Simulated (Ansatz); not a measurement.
**Al₃Cr₄: rattling a relaxed structure**

The cell was found from a structure generator's guess, not taken from experiment.

Method: Ansatz 0.2.0, DFT PBE, scalar-relativistic, plane waves, PAW. Plane waves to 420 eV, a k mesh through Γ of 10×10×10 on the computed 7-atom cell and Gaussian smearing (0.10 eV); collinear spin from starting moments 0.0 0.0 0.0 3.1 3.1 3.1 3.1 μB.

The cell below (7 atoms, space group Im-3m (No. 229)) is relaxed within its symmetry.

```
Al Cr
1.0
    -3.04487    3.04487    3.04487
     3.04487   -3.04487    3.04487
     3.04487    3.04487   -3.04487
Al Cr
3 4
Direct
  0.00000 0.50000 0.50000
  0.50000 0.00000 0.50000
  0.50000 0.50000 0.00000
  0.50000 0.50000 0.50000
  0.00000 0.00000 0.50000
  0.00000 0.50000 0.00000
  0.50000 0.00000 0.00000
```

For the test it was strained at random (σ = 1.5 % a component), the atoms were moved at random (σ = 0.05 Å), and all was relaxed again on a coarse 6×6×6 mesh (in the run’s order of axes) with 0.20 eV smearing, with no symmetry imposed.

The magnetic state reached may not be the lowest.

Question: Is the structure stable against such a distortion?

Answer: It returns, within 1 meV/atom of the unmoved cell on that mesh and with the same symmetry when read at 0.1 Å. No instability shows in this cell; modes of other wave vectors, which need another repeat, aren't tested.
